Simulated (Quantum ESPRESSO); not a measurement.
In2AlGaP4, convergence and cost over cutoff and k mesh

Simulated, not a measurement. The program is pw.x of Quantum ESPRESSO 7.5 (plane-wave density functional theory). The cell is made up: 8 atoms on a zincblende/diamond lattice, with randomly drawn elements, strain and displacements, not relaxed. PseudoDojo standard norm-conserving files (v0.5 for PBE, v0.4.1 for LDA and PBEsol) set the functional; there is no spin polarisation, spin-orbit coupling or dispersion term, and the masses in the input are unused placeholders.

Input of the run in row 2:

```
&control calculation='scf', pseudo_dir='./dojo.nc.sr.pbe.v0_5.standard.upf', outdir='./o', disk_io='medium', tprnfor=.true., tstress=.true. /
&system ibrav=0, nat=8, ntyp=4, nbnd=37, ecutwfc=79.96652505, nosym=.true., tot_charge=0,
 occupations='smearing', smearing='fd', degauss=0.0018374661
/
&electrons conv_thr=7.350e-09, electron_maxstep=60, /
ATOMIC_SPECIES
Al 1.0 Al.upf
Ga 1.0 Ga.upf
In 1.0 In.upf
P 1.0 P.upf
CELL_PARAMETERS angstrom
5.6841 0.0 0.0
0.0 5.6841 0.0
0.0 0.0 5.6841
ATOMIC_POSITIONS angstrom
In -0.0174 0.0301 0.0126
In 0.018 2.866 2.8236
Al 2.7634 0.0304 2.8616
Ga 2.8386 2.8847 -0.0048
P 1.4413 1.4235 1.4045
P 1.4371 4.2645 4.2704
P 4.2478 1.4123 4.2574
P 4.242 4.2356 1.4339
K_POINTS automatic
4 4 4 1 1 1
```

The same cell was run at these settings. Meshes are shifted by half a step, and differences are from the last row, which is itself not exact.

| cutoff (eV) | k mesh | k points solved | threshold (eV) | free energy less the last row's (eV) | pressure (GPa) | largest stress difference (GPa) | largest force difference (eV/Å) | iterations | wall time (s) | k-point pools | processor |
| --- | --- | --- | --- | --- | --- | --- | --- | --- | --- | --- | --- |
| 762 | 2 x 2 x 2 | 4 | 1e-04 | 2.323 | -12.34 | 14.95 | 0.027 | 7 | 30 | 1 | AMD EPYC, Zen 5 class |
| 1088 | 4 x 4 x 4 | 32 | 1e-07 | 0.007 | 2.61 | 0.01 | 0.001 | 10 | 347 | 1 | AMD EPYC, Zen 5 class |
| 1377 | 6 x 6 x 6 | 108 | 1e-07 | 0.000 | 2.61 | 0.00 | 0.000 | 10 | 2045 | 1 | AMD EPYC, Zen 5 class |

Each pool is one process. Wall times include start-up and a band step at six k points, which weighs most on the coarsest meshes. The runs were on shared virtual cores whose load varied, so times are rough.